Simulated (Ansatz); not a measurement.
Starting cell, PbS (rock salt):

```
PbS
1.0
    0.00000     6.00891     6.00891
    3.00445     0.00000     3.00445
    3.00445     3.00445     0.00000
S Pb
2 2
Direct
  0.00000   0.00000   0.00000
  0.50000   0.00000   0.00000
  0.25000   0.50000   0.50000
  0.75000   0.50000   0.50000
```

The atoms are displaced by Q × the pattern below (from a DFPT mode at L = (0.5, 0.0, 0.0), largest move 1; Q in Å), at fixed cell. (q is in reciprocal vectors of the primitive cell; the cell shown is doubled to hold the pattern.)

| atom | x | y | z |
|---|---|---|---|
| Pb3 | 0.577 | -0.577 | -0.577 |
| Pb4 | -0.577 | 0.577 | 0.577 |

Atoms not listed stay in place.

Computed with PBE (plane waves to 420 eV, PAW, scalar-relativistic; Ansatz, a program for electronic structure). k mesh 5×10×10 (Γ-centred), Fermi-Dirac smearing 0.05 eV. E stands for the smeared free energy. PbS was relaxed with its symmetry unable to fall. Spin-orbit coupling is left out, though Pb is heavy. ΔE is measured from the undisplaced structure.

```
Q (Å)    ΔE (meV/cell)
-------  -------------
-0.2800            620
-0.2333            433
-0.1867            279
-0.1400            157
-0.0933       withheld
-0.0467             18
0.0000               0
0.0467              18
0.0933        withheld
0.1400             157
0.1867             279
0.2333             433
0.2800             620
```

Question: Fit an even polynomial form (powers 2, 4) to the given rows and predict ΔE at Q = 0.0933.

Answer: Least squares on the 11 given rows: ΔE = (8067)·Q² + (-2026)·Q⁴, in meV/cell with Q in Å; root-mean-square residual 0.3 meV/cell. At 0.0933 the fit gives 70 meV/cell; the calculation gives 70 meV/cell, the same to the digits shown. The quadratic term alone would give 70 meV/cell.

(For displaced atoms, the force is minus the slope of the energy, and its curvature is a force constant, which sets phonon frequencies.)
